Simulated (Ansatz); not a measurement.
Given:

BeS:
```cif
data_Be2S2
_chemical_formula_sum 'Be2 S2'
_space_group_name_H-M_alt 'P 1'
_space_group_IT_number 1
_cell_length_a 3.30064
_cell_length_b 3.30064
_cell_length_c 5.24700
_cell_angle_alpha 90.000
_cell_angle_beta 90.000
_cell_angle_gamma 120.000
loop_
_space_group_symop_operation_xyz
  'x, y, z'
loop_
_atom_site_label
_atom_site_type_symbol
_atom_site_fract_x
_atom_site_fract_y
_atom_site_fract_z
_atom_site_occupancy
Be1 Be 0.00000 0.00000 0.00000 1
Be2 Be 0.00000 0.00000 0.50000 1
S1 S 0.33333 0.66667 0.25000 1
S2 S 0.66667 0.33333 0.75000 1
```

This is the PBE-relaxed structure.

**Question.** All from PBE in the plane-wave PAW code Ansatz, unless another level is named. Predict the band gap.

**Answer.** 1.44 eV (indirect).

**Question.** Predict the formation energy from the elements (no fitted shifts).

**Answer.** -0.55 eV/atom.

**Question.** Predict the weight of the conduction-edge state by species (Voronoi cells).

**Answer.** Be 73 %, S 27 %.

**Question.** Predict the conduction-band minimum.

**Answer.** at K (2 equivalent valleys).

**Question.** And the weight of the valence-edge state by species (Voronoi cells)?

**Answer.** S 83 %, Be 17 %.

Space group P6_3/mmc (NiAs type). The cell is a constructed one: a structure type filled with these elements; neither database checked (COD, Materials Project) lists it. COD files the formula under space group No. 216, so this cell is another polymorph or a model. Its standing as an ambient phase is unchecked. The PBE relaxation kept the symmetry of its start; whether a distortion lowers the energy is not shown. The references are the lowest solids computed at this level, not always the standard phases.

Potentials: the later of the program's two PAW sets.
